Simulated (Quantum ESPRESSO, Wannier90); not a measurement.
Wannier functions of MoS2 (P6₃/mmc, 2Ha stacking, metal over metal as in NbS2)

Structure: Materials Project mp-1018809, symmetrised, not relaxed again. COD (Crystallography Open Database) has the formula in 3 space groups, this one among them (matched by group alone). Method: PBEsol plane waves in Quantum ESPRESSO 7.5 (PseudoDojo norm-conserving files, 64 Ry, no spin polarisation, no spin-orbit coupling), Bloch states on a 6×6×4 mesh through Γ, Wannier90 4.0.1. Density: 12×12×4 mesh, cold smearing 0.01 Ry. The cell is built of weakly bound layers, chains or molecules, whose nearest atoms lie 3.94 Å apart. Database cells relaxed without dispersion often hold them too far apart, which can enlarge gaps and weakens couplings between them; spacing and stacking were not compared with the measured crystal.

On the energy scale of pw.x, whose zero is arbitrary, the valence-band maximum lies at 9.54 eV.

Input w.win:

```
num_bands = 38
num_wann = 22
exclude_bands = 1-12
num_iter = 0
conv_tol = 1.0e-6
conv_window = 4
dis_num_iter = 600
dis_conv_tol = 1.0e-6
dis_froz_max = 12.15
write_hr = true
write_u_matrices = true
begin projections
Mo: d
S: p
end projections
begin unit_cell_cart
ang
    3.1854298692    0.0000000000    0.0000000000
   -1.5927149346    2.7586631887    0.0000000000
    0.0000000000    0.0000000000   13.1783900000
end unit_cell_cart
begin atoms_frac
Mo   0.0000000000  0.0000000000  0.2500000000
Mo   0.0000000000  0.0000000000 -0.2500000000
S    0.3333333333 -0.3333333333  0.3677400000
S   -0.3333333333  0.3333333333 -0.3677400000
S   -0.3333333333  0.3333333333 -0.1322600000
S    0.3333333333 -0.3333333333  0.1322600000
end atoms_frac
mp_grid = 6 6 4
begin kpoints
0.0000000000 0.0000000000 0.0000000000
0.0000000000 0.0000000000 0.2500000000
0.0000000000 0.0000000000 0.5000000000
... (141 more lines: the 6x6x4 mesh through Gamma)
end kpoints
```

Input of pw2wannier90.x that gives the overlap and projection files (equivalent; here they were cut from one run over all bands):

```
&inputpp
  outdir = './out'
  prefix = 'pwscf'
  seedname = 'w'
  write_amn = .true.
  write_mmn = .true.
/
```

Output w.wout (banner and timings cut):

```
                                    ------
                                    SYSTEM
                                    ------

                              Lattice Vectors (Ang)
                    a_1     3.185430   0.000000   0.000000
                    a_2    -1.592715   2.758663   0.000000
                    a_3     0.000000   0.000000  13.178390

                   Unit Cell Volume:     115.80547  (Ang^3)

                        Reciprocal-Space Vectors (Ang^-1)
                    b_1     1.972476   1.138810  -0.000000
                    b_2     0.000000   2.277620   0.000000
                    b_3     0.000000  -0.000000   0.476779

 *----------------------------------------------------------------------------*
 |   Site       Fractional Coordinate          Cartesian Coordinate (Ang)     |
 +----------------------------------------------------------------------------+
 | mo   1   0.00000   0.00000   0.25000   |    0.00000   0.00000   3.29460    |
 | mo   2   0.00000   0.00000  -0.25000   |    0.00000   0.00000  -3.29460    |
 | s    1   0.33333  -0.33333   0.36774   |    1.59271  -0.91955   4.84622    |
 | s    2  -0.33333   0.33333  -0.36774   |   -1.59271   0.91955  -4.84622    |
 | s    3  -0.33333   0.33333  -0.13226   |   -1.59271   0.91955  -1.74297    |
 | s    4   0.33333  -0.33333   0.13226   |    1.59271  -0.91955   1.74297    |
 *----------------------------------------------------------------------------*
                                ------------
                                K-POINT GRID
                                ------------

             Grid size =  6 x  6 x  4      Total points =  144

 *---------------------------------- MAIN ------------------------------------*
 |  Number of Wannier Functions               :                22             |
 |  Number of Objective Wannier Functions     :                22             |
 |  Number of input Bloch states              :                38             |
 |  Output verbosity (1=low, 5=high)          :                 1             |
 |  Timing Level (1=low, 5=high)              :                 1             |
 |  Optimisation (0=memory, 3=speed)          :                 3             |
 |  Length Unit                               :               Ang             |
 |  Post-processing setup (write *.nnkp)      :                 F             |
 |  Using Gamma-only branch of algorithms     :                 F             |
 *----------------------------------------------------------------------------*
 *------------------------------- WANNIERISE ---------------------------------*
 |  Total number of iterations                :                 0             |
 |  Number of CG steps before reset           :                 5             |
 |  Trial step length for line search         :             2.000             |
 |  Convergence tolerence                     :         0.100E-05             |
 |  Convergence window                        :                 4             |
 |  Iterations between writing output         :                 1             |
 |  Iterations between backing up to disk     :               100             |
 |  Write r^2_nm to file                      :                 F             |
 |  Write xyz WF centres to file              :                 F             |
 |  Write on-site energies <0n|H|0n> to file  :                 F             |
 |  Use guiding centre to control phases      :                 F             |
 |  Use phases for initial projections        :                 F             |
 *----------------------------------------------------------------------------*
 *------------------------------- DISENTANGLE --------------------------------*
 |  Using band disentanglement                :                 T             |
 |  Total number of iterations                :               600             |
 |  Mixing ratio                              :             0.500             |
 |  Convergence tolerence                     :         1.000E-06             |
 |  Convergence window                        :                 3             |
 *----------------------------------------------------------------------------*
 *-------------------------------- PLOTTING ----------------------------------*
 |  Plotting Hamiltonian in WF basis          :                 T             |
 *----------------------------------------------------------------------------*

 *---------------------------------- K-MESH ----------------------------------*
 +----------------------------------------------------------------------------+
 |                    Distance to Nearest-Neighbour Shells                    |
 |                    ------------------------------------                    |
 |          Shell             Distance (Ang^-1)          Multiplicity         |
 |          -----             -----------------          ------------         |
 |             1                   0.119195                      2            |
 |             2                   0.238390                      2            |
 |             3                   0.357585                      2            |
 |             4                   0.379603                      6            |
 |             5                   0.397877                     12            |
 |             6                   0.448250                     12            |
 |             7                   0.476779                      2            |
 |             8                   0.521503                     12            |
       ... (lines left out)
 +----------------------------------------------------------------------------+
 | The b-vectors are chosen automatically                                     |
 | The following shells are used:                       1,  4                 |
 +----------------------------------------------------------------------------+
 |                        Shell   # Nearest-Neighbours                        |
 |                        -----   --------------------                        |
 |                          1               2                                 |
 |                          2               6                                 |
 +----------------------------------------------------------------------------+
 | Completeness relation is fully satisfied [Eq. (B1), PRB 56, 12847 (1997)]  |
 +----------------------------------------------------------------------------+
 |                  b_k Vectors (Ang^-1) and Weights (Ang^2)                  |
 |                  ----------------------------------------                  |
 |            No.         b_k(x)      b_k(y)      b_k(z)        w_b           |
 |            ---        --------------------------------     --------        |
 |             1         0.000000    0.000000    0.119195    35.192892        |
 |             2         0.000000    0.000000   -0.119195    35.192892        |
 |             3         0.000000    0.379603    0.000000     2.313230        |
 |             4         0.328746    0.189802    0.000000     2.313230        |
 |             5         0.000000   -0.379603    0.000000     2.313230        |
 |             6         0.328746   -0.189802    0.000000     2.313230        |
 |             7        -0.328746   -0.189802    0.000000     2.313230        |
 |             8        -0.328746    0.189802    0.000000     2.313230        |
 +----------------------------------------------------------------------------+
 |                           b_k Directions (Ang^-1)                          |
 |                           -----------------------                          |
 |            No.           x           y           z                         |
 |            ---        --------------------------------                     |
 |             1         0.000000    0.000000    0.119195                     |
 |             2         0.000000    0.379603    0.000000                     |
 |             3         0.328746    0.189802    0.000000                     |
 |             4         0.328746   -0.189802    0.000000                     |
 +----------------------------------------------------------------------------+

 Starting a new Wannier90 calculation ...

 Reading overlaps from w.mmn

 Reading projections from w.amn

 *------------------------------- DISENTANGLE --------------------------------*
 +----------------------------------------------------------------------------+
 |                              Energy  Windows                               |
 |                              ---------------                               |
 |                   Outer:    3.08108  to   24.55939  (eV)                   |
 |                   Inner:    3.08108  to   12.15000  (eV)                   |
 +----------------------------------------------------------------------------+
   Number of target bands to extract:   22

                   Unitarised projection of Wannier functions
                   ------------------------------------------
   A_mn = <psi_m|g_n> --> S = A.A^+ --> U = S^-1/2.A
   In dis_project... done
   Using an inner window (linner = T)
   In dis_proj_froz... done

                   Extraction of optimally-connected subspace
                   ------------------------------------------
 +---------------------------------------------------------------------+<-- DIS
 |  Iter     Omega_I(i-1)      Omega_I(i)      Delta (frac.)           |<-- DIS
 +---------------------------------------------------------------------+<-- DIS
       1      33.76745908      33.42039185       1.038E-02    <-- DIS
       2      33.46821086      33.28631163       5.465E-03    <-- DIS
       3      33.33045229      33.19179629       4.177E-03    <-- DIS
       4      33.22111232      33.11698742       3.144E-03    <-- DIS
       5      33.13443283      33.05638823       2.361E-03    <-- DIS
       6      33.06518330      33.00661757       1.774E-03    <-- DIS
       ... (lines left out)
     101      32.72461233      32.72466279      -1.542E-06    <-- DIS
       ... (lines left out)
     109      32.72462739      32.72465898      -9.653E-07    <-- DIS
     110      32.72462886      32.72465867      -9.110E-07    <-- DIS
     111      32.72463025      32.72465839      -8.599E-07    <-- DIS

             <<<      Delta < 1.000E-06  over  3 iterations     >>>
             <<< Disentanglement convergence criteria satisfied >>>

        Final Omega_I    32.72465839 (Ang^2)

 +----------------------------------------------------------------------------+

 Writing checkpoint file w.chk... done

 *------------------------------- WANNIERISE ---------------------------------*
 +--------------------------------------------------------------------+<-- CONV
 | Iter  Delta Spread     RMS Gradient      Spread (Ang^2)            |<-- CONV
 +--------------------------------------------------------------------+<-- CONV

 ------------------------------------------------------------------------------
 Initial State
  WF centre and spread    1  (  0.000000, -0.000000,  3.294597 )     1.48403026
  WF centre and spread    2  ( -0.000000, -0.022093,  3.294598 )     1.44390807
  WF centre and spread    3  (  0.000000,  0.022404,  3.294597 )     1.44391564
  WF centre and spread    4  (  0.000000, -0.091123,  3.294597 )     1.61180102
  WF centre and spread    5  (  0.000000,  0.091472,  3.294598 )     1.61188192
  WF centre and spread    6  ( -0.000000,  0.000000, -3.294597 )     1.48403025
  WF centre and spread    7  (  0.000000,  0.022093, -3.294597 )     1.44390816
  WF centre and spread    8  ( -0.000000, -0.022404, -3.294597 )     1.44391553
  WF centre and spread    9  ( -0.000000,  0.091123, -3.294597 )     1.61180101
  WF centre and spread   10  ( -0.000000, -0.091472, -3.294598 )     1.61188192
  WF centre and spread   11  (  1.592714, -0.919554,  4.934627 )     1.72280785
  WF centre and spread   12  (  1.592715, -0.914976,  4.796978 )     1.61014794
  WF centre and spread   13  (  1.592714, -0.924296,  4.796978 )     1.61015148
  WF centre and spread   14  ( -1.592714,  0.919554, -4.934627 )     1.72280776
  WF centre and spread   15  ( -1.592715,  0.914976, -4.796978 )     1.61014786
  WF centre and spread   16  ( -1.592714,  0.924296, -4.796978 )     1.61015155
  WF centre and spread   17  ( -1.592714,  0.919554, -1.654568 )     1.72280789
  WF centre and spread   18  ( -1.592715,  0.914976, -1.792217 )     1.61014796
  WF centre and spread   19  ( -1.592715,  0.924296, -1.792217 )     1.61015151
  WF centre and spread   20  (  1.592714, -0.919554,  1.654568 )     1.72280782
  WF centre and spread   21  (  1.592715, -0.914976,  1.792217 )     1.61014786
  WF centre and spread   22  (  1.592715, -0.924296,  1.792217 )     1.61015158
  Sum of centres and spreads (  0.000000, -0.000000, -0.000000 )    34.96350284

      0     0.350E+02     0.0000000000       34.9635028268  <-- CONV
        O_D=      0.0572967 O_OD=      2.1815478 O_TOT=     34.9635028 <-- SPRD
 ------------------------------------------------------------------------------
 Final State
  WF centre and spread    1  (  0.000000, -0.000000,  3.294597 )     1.48403026
  WF centre and spread    2  ( -0.000000, -0.022093,  3.294598 )     1.44390807
  WF centre and spread    3  (  0.000000,  0.022404,  3.294597 )     1.44391564
  WF centre and spread    4  (  0.000000, -0.091123,  3.294597 )     1.61180102
  WF centre and spread    5  (  0.000000,  0.091472,  3.294598 )     1.61188192
  WF centre and spread    6  ( -0.000000,  0.000000, -3.294597 )     1.48403025
  WF centre and spread    7  (  0.000000,  0.022093, -3.294597 )     1.44390816
  WF centre and spread    8  ( -0.000000, -0.022404, -3.294597 )     1.44391553
  WF centre and spread    9  ( -0.000000,  0.091123, -3.294597 )     1.61180101
  WF centre and spread   10  ( -0.000000, -0.091472, -3.294598 )     1.61188192
  WF centre and spread   11  (  1.592714, -0.919554,  4.934627 )     1.72280785
  WF centre and spread   12  (  1.592715, -0.914976,  4.796978 )     1.61014794
  WF centre and spread   13  (  1.592714, -0.924296,  4.796978 )     1.61015148
  WF centre and spread   14  ( -1.592714,  0.919554, -4.934627 )     1.72280776
  WF centre and spread   15  ( -1.592715,  0.914976, -4.796978 )     1.61014786
  WF centre and spread   16  ( -1.592714,  0.924296, -4.796978 )     1.61015155
  WF centre and spread   17  ( -1.592714,  0.919554, -1.654568 )     1.72280789
  WF centre and spread   18  ( -1.592715,  0.914976, -1.792217 )     1.61014796
  WF centre and spread   19  ( -1.592715,  0.924296, -1.792217 )     1.61015151
  WF centre and spread   20  (  1.592714, -0.919554,  1.654568 )     1.72280782
  WF centre and spread   21  (  1.592715, -0.914976,  1.792217 )     1.61014786
  WF centre and spread   22  (  1.592715, -0.924296,  1.792217 )     1.61015158
  Sum of centres and spreads (  0.000000, -0.000000, -0.000000 )    34.96350284

         Spreads (Ang^2)       Omega I      =    32.724658391
        ================       Omega D      =     0.057296673
                               Omega OD     =     2.181547763
    Final Spread (Ang^2)       Omega Total  =    34.963502827
```
